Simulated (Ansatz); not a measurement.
BAs (zinc blende, F-43m), r²SCAN in the plane-wave PAW code Ansatz. The conduction-band minimum lies on the Γ–X line, 79 % of the way from Γ, with 6 equivalent valleys. Second derivatives d²E/dk² of the lowest band at one valley (eV·Å²), along Cartesian directions:

```json
[
 {"direction": "[100]", "d²E/dk²": "7.127"},
 {"direction": "[010]", "d²E/dk²": "36.57"},
 {"direction": "[001]", "d²E/dk²": "36.57"},
 {"direction": "[110]", "d²E/dk²": "21.85"},
 {"direction": "[101]", "d²E/dk²": "21.85"},
 {"direction": "[011]", "d²E/dk²": "36.49"}
]
```

**Question.** Find the principal effective masses, the density-of-states mass and the conductivity mass.

**Answer.** Off-diagonal terms follow from H_xy = H[110] − (H_xx + H_yy)/2, and m*/mₑ = 7.620 eV·Å² over each eigenvalue: 0.21, 0.21, 1.1. One valley's DOS mass (m₁m₂m₃)^(1/3) = 0.36, conductivity mass 3/(Σ 1/mᵢ) = 0.28 mₑ.

**Question.** What effective density of states Nc follows at 300 K for parabolic valleys?

**Answer.** Nc = 2.509e19 × 6 × (0.36)^(3/2) ≈ 3.3e19 cm⁻³.

**Question.** With the computed static dielectric constant 9.37 (mean of the diagonal), estimate a hydrogenic donor's binding energy and radius.

**Answer.** E = 13.606 eV × 0.28/9.37² ≈ 43 meV; a = 0.529 Å × ε/m* ≈ 18 Å. Semilocal masses tend to be too small where the gap is.

**Question.** With ε∞ = 9.31 and ω_LO = 700 cm⁻¹, what Fröhlich coupling constant follows?

**Answer.** α = (1/ε∞ − 1/ε0) √(m* × 13.606 eV/ħω_LO) = 0.0043.

The r²SCAN relaxation kept the symmetry of its start; phonons on a q-mesh show no instability. Scalar-relativistic: spin–orbit coupling is off unless named, which matters more the heavier the elements.

Potentials: the earlier of the program's two PAW sets.
